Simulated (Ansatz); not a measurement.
Ansatz (an electronic-structure program) input:

Ansatz 0.2 input:
```yaml
crystal:
  lattice:
    - [0.0, 2.8319100162, 2.8319100162]
    - [2.8319100162, 0.0, 2.8319100162]
    - [2.8319100162, 2.8319100162, 0.0]
  atoms:
    - { symbol: Te, position: [0.75, 0.75, 0.75] }
    - { symbol: Be, position: [0.0, 0.0, 0.0] }
kpoints:
  mp_grid: { grid: [6, 6, 6] }
hamiltonian:
  xc: hse06
  pseudopotentials: { kind: paw }
scf:
  n_extra_bands: 6
  occupations: { method: fixed }
output:
  eigenvalues: true
  eigenstates:
    e_range: [-9.0, 11.0]
    kpoints:
      - [0.0, 0.0, 0.0]  # VBM
      - [0.0, 0.5, 0.5]  # CBM
      - [0.0, 0.0, 0.0]  # GAMMA
      - [0.5, 0.0, 0.5]  # X
      - [0.5, 0.5, 0.5]  # L
      - [0.5, 0.25, 0.75]  # W
      - [0.375, 0.375, 0.75]  # K
      - [0.625, 0.25, 0.625]  # U
```

Output (shortened):

```
Pseudopotential: Te, paw, valence charge 16
Pseudopotential: Be, paw, valence charge 2
Functional definition: HSE06
davidson cushion auto → on  (no smearing: the cushion is to keep the highest requested band from converging to the state above it …
Crystal: 2 atoms, lattice volume = 45.422 Å³
Basis set: ecut = 420 eV, 893 PW (Γ)
Bands: 15, of which v1, the nominal top of the filled ones, is band 9 counted from 1 (8 counted from 0)
Symmetry: 24 space group operations
Space group: F-43m (ITA 216), of the structure as read, at distance tolerance 3.6e-5 Å
k-points: 16 of 216 (time reversal used)
SCF iter   1: F=—  HF=-7073.439229 eV  |F-HF|=—  |Δ(HF+E_count)|=         —  Δρ=4.27e-4  dr2=5.82e-5  ethr=1.77e-3  ⟨swp⟩=2.0  Hψ=1810  notcnv=0
preconditioner: auto → none
SCF iter   2: F=-7073.439365 eV  HF=-7073.439328 eV  |F-HF|=3.73e-5  |Δ(HF+E_count)|=   9.87e-5  Δρ=2.06e-4  dr2=7.18e-6  ethr=3.23e-7  ⟨swp⟩=5.2  Hψ=826  notcnv=0  defer=2
SCF 1 stopped early in 2 iterations: F = -7073.439365 eV  dr2 = 7.18e-6
Crystal: 2 atoms, lattice volume = 45.422 Å³
Exchange kernel: α = 0.2500, screened, ω = 0.2079 Å⁻¹, Wigner–Seitz truncation, v(0) = 1046.6392 eV·Å³, q-mesh 6×6×6, nearest image of the exchange supercell L …
Frozen-core exchange: fock
SCF iter   1: F=—  HF=-7078.178472 eV  |F-HF|=—  |Δ(HF+E_count)|=         —  Δρ=3.20e-3  dr2=5.16e-3  ethr=3.99e-7  ⟨swp⟩=7.7  Hψ=1343  notcnv=0
preconditioner: auto → none
SCF iter   2: F=—  HF=-7078.176691 eV  |F-HF|=—  |Δ(HF+E_count)|=   1.78e-3  Δρ=1.34e-3  dr2=5.44e-4  ethr=3.99e-7  ⟨swp⟩=4.1  Hψ=951  notcnv=0
SCF iter   3: F=—  HF=-7078.178660 eV  |F-HF|=—  |Δ(HF+E_count)|=   1.97e-3  Δρ=7.66e-4  dr2=1.53e-4  ethr=3.99e-7  ⟨swp⟩=4.0  Hψ=914  notcnv=0
SCF iter   4: F=—  HF=-7078.178624 eV  |F-HF|=—  |Δ(HF+E_count)|=   3.60e-5  Δρ=2.31e-4  dr2=1.53e-5  ethr=3.99e-7  ⟨swp⟩=3.0  Hψ=667  notcnv=0
iter 5 solved again at ethr=2.81e-10 eV; its pass at ethr=6.02e-8 eV (dr2=5.06e-8 eV) is discarded
SCF iter   5: F=-7078.178623 eV  HF=-7078.178623 eV  |F-HF|=2.04e-9  |Δ(HF+E_count)|=   4.43e-7  Δρ=1.56e-5  dr2=1.99e-6  ethr=2.81e-10  ⟨swp⟩=3.9  Hψ=1445  notcnv=0
SCF 2 stopped early in 5 iterations: F = -7078.178623 eV  dr2 = 1.99e-6
hybrid outer 1: dexx = +2.340e-3 eV, tail = 4.84e-5 eV
Crystal: 2 atoms, lattice volume = 45.422 Å³
Exchange kernel: α = 0.2500, screened, ω = 0.2079 Å⁻¹, Wigner–Seitz truncation, v(0) = 1046.6392 eV·Å³, q-mesh 6×6×6, nearest image of the exchange supercell L …
Frozen-core exchange: fock
SCF iter   1: F=—  HF=-7078.178766 eV  |F-HF|=—  |Δ(HF+E_count)|=         —  Δρ=4.98e-5  dr2=2.13e-6  ethr=1.35e-6  ⟨swp⟩=2.1  Hψ=546  notcnv=0
preconditioner: auto → none
iter 2 solved again at ethr=3.30e-10 eV; its pass at ethr=9.98e-9 eV (dr2=5.93e-8 eV) is discarded
SCF iter   2: F=—  HF=-7078.178766 eV  |F-HF|=—  |Δ(HF+E_count)|=   3.82e-7  Δρ=1.57e-5  dr2=1.20e-7  ethr=3.30e-10  ⟨swp⟩=3.0  Hψ=1328  notcnv=0
SCF iter   3: F=-7078.178766 eV  HF=-7078.178766 eV  |F-HF|=1.74e-8  |Δ(HF+E_count)|=   4.22e-7  Δρ=6.68e-6  dr2=2.62e-8  ethr=3.27e-10  ⟨swp⟩=4.1  Hψ=723  notcnv=0  defer=1
SCF 3 converged in 3 iterations: F = -7078.178766 eV  dr2 = 2.62e-8
hybrid outer 2: dexx = +5.379e-7 eV, tail = 6.31e-8 eV, Δε = 2.86e-3 eV (about 2.21e-4 eV left of the loop's levels)
NSCF: frozen V_eff on 8 k-points
hybrid SCF converged: 2 outer / 8 inner (+2 warm-up), last move |dexx| = 5.38e-7 eV, tail = 6.31e-8 eV
Stability not checked (fock_operator)
Free energy (F): -7078.178766 eV
Frozen-core exchange: fock
Harris-Foulkes:  -7078.178766 eV  (|F-HF|=1.74e-8)
Internal energy: -7078.178766 eV  (E = F + TS)
E sigma→0 (E₀):  -7078.178766 eV
Fermi energy:    6.732330 eV
--- Per-component energies (eV) ---
  E_band       = -306.085587
  E_kinetic    = 199.103657
  E_local      = -1382.150178  (includes V_loc(G=0)·N_el)
  E_nonlocal   = -306.739363
  E_hartree    = 863.256413
  E_xc         = -115.931386
  E_vxc        = -100.238362  (∫ρ·V_xc dr)
  E_exx        = -47.917126  (= α·E_x^exact, valence–valence)
  E_paw        = -4707.021987  (= ΣΔE_a)
  E_vpaw       = -346.734270  (= ΣTr[D̂ρ^β])
  E_aug_tail   = -0.000192  (compensation charges beyond the density's cutoff)
  E_ewald      = -1580.589327
  E_core_change = -0.189276  (= ΣΔE_core)
  E_smearing   =  0.000000  (= −TS)
  E_closure    =  0.000000  (closes the sum)
  Σ components = -7078.178766   (vs F -7078.178766, Δ=0.00e0)
  [band-id]    e_kinetic+e_local+e_nonlocal+2·e_hartree+e_vxc+2·e_exx+e_vpaw+e_augmentation_tail = -306.080135   (vs E_band -306.085587, Δ=5.45e-3)
--- Band table (eV; the first three rows and the last of 16) ---
  k-point 0: bands = ["-31.7855", "-31.7855", "-31.7855", "-31.7700", "-31.7700", "-6.6360", "6.7323", "6.7323", "6.7323", "11.2176", "11.2176", "11.2176", "11.3861", "16.0264", "18.1746"]
  k-point 1: bands = ["-31.7849", "-31.7847", "-31.7847", "-31.7699", "-31.7699", "-6.3518", "4.6442", "6.3457", "6.3457", "11.0306", "11.7820", "11.7820", "13.4269", "16.6820", "16.8824"]
  k-point 2: bands = ["-31.7838", "-31.7832", "-31.7832", "-31.7694", "-31.7694", "-5.6391", "1.9517", "5.7713", "5.7713", "10.7113", "12.2581", "12.2581", "15.5361", "17.0840", "17.4472"]
  k-point 15: bands = ["-31.7848", "-31.7807", "-31.7787", "-31.7709", "-31.7679", "-4.5796", "1.5374", "3.1426", "3.4872", "11.2485", "11.8398", "15.1195", "15.4302", "18.9884", "19.6559"]
```

Cost: very roughly 100 core-seconds on shared cores.

The points marked VBM and CBM come from a semilocal run.

Symmetry was held in the PBE relaxation; of distortions, only those at the zone centre were tested. Spin–orbit coupling is left out wherever it is not named.

Potentials: the later of the program's two PAW sets.

Ansatz is a plane-wave DFT program.
